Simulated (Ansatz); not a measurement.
SiSnO3 in space group P4mm (No. 99; Si on 1b, Sn on 1a, O on 1b, O on 2c), the program Ansatz at the r²SCAN level (PAW), all energies at zero smearing, with the estimated change up to a 700 eV cutoff added, with one set of potentials and settings (totals compare only within such a set). Cell of 5 atoms (1 Si, 1 Sn, 3 O): -8385.476 eV.

| element | reference phase | E (eV/atom) |
|---|---|---|
| Si | Fd-3m, 2 atoms in the cell | -639.0667 |
| Sn | Fd-3m, 2 atoms in the cell | -6038.6401 |
| O | C2/m, 4 atoms in the cell, spin-polarised | -566.0281 |

Formation energy per atom, worked out: (-8385.476 − 1×(-639.0667) − 1×(-6038.6401) − 3×(-566.0281))/5 = -1.937 eV/atom (-187 kJ per mol of atoms), at 0 K, without zero-point energy or fitted corrections.

The cell is a constructed one: a structure type filled with these elements; neither database checked (COD, Materials Project) lists it. Whether it is the stable phase at ambient conditions was not checked. The cell was relaxed with r²SCAN under the symmetry of its start; whether a distortion lowers the energy is not shown. The references are the lowest solids computed at this level, not always the standard phases (solids in place of the gases). Scalar-relativistic: spin–orbit coupling is off unless named, which matters more the heavier the elements.

Potentials: the later of the program's two PAW sets.
